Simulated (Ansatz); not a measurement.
The relaxed structure here is a generated cell of MgRh: the first start was made by placing the elements on the sites of a structure type, and the end was not matched to a known phase here, so it may be hypothetical.

A relaxed cell of MgRh (P6₃/mmc (No. 194)), relaxed on a k-mesh at least as fine as the one used below. Level of theory: PBEsol (plane waves to 420 eV, PAW, scalar-relativistic; Ansatz, a quantum-chemistry and plane-wave program). Γ-centred k-mesh 9×9×7 on the run's cell (coarser than for final values), Fermi–Dirac smearing 0.05 eV.

```yaml
crystal:
  lattice:
    - [8.69980, 0.00000, 0.00000]
    - [-2.17495, 3.76713, 0.00000]
    - [0.00000, 0.00000, 5.02122]
  atoms:
    - { symbol: Mg, position: [0.33333, 0.33333, 0.25000] }
    - { symbol: Mg, position: [0.83333, 0.33333, 0.25000] }
    - { symbol: Mg, position: [0.16667, 0.66667, 0.75000] }
    - { symbol: Mg, position: [0.66667, 0.66667, 0.75000] }
    - { symbol: Rh, position: [0.33333, 0.33333, 0.75000] }
    - { symbol: Rh, position: [0.83333, 0.33333, 0.75000] }
    - { symbol: Rh, position: [0.16667, 0.66667, 0.25000] }
    - { symbol: Rh, position: [0.66667, 0.66667, 0.25000] }
```

The atoms are displaced along an unstable phonon of this cell by (Å):

```csv
atom,ux,uy,uz
Mg1,0.075,-0.130,0.000
Mg2,-0.075,0.130,0.000
Mg3,-0.075,0.130,0.000
Mg4,0.075,-0.130,0.000
Rh5,-0.064,0.111,0.000
Rh6,0.064,-0.111,0.000
Rh7,0.064,-0.111,0.000
Rh8,-0.064,0.111,0.000
```

Task: What forces (eV/Å) and pressure result?

Result: 
```tsv
atom	Fx	Fy	Fz
Mg1	0.13	-0.07	0.00
Mg2	0.00	0.15	0.00
Mg3	-0.13	0.07	0.00
Mg4	0.00	-0.15	0.00
Rh5	-0.17	0.51	0.00
Rh6	0.36	-0.40	0.00
Rh7	0.17	-0.51	0.00
Rh8	-0.36	0.40	0.00
```

Pressure -0.6 GPa.

The undisplaced cell is probably no minimum: from this displacement the run went on to Pm-3m (No. 221), 1.07 eV/atom below it.

No spin polarisation in the result.
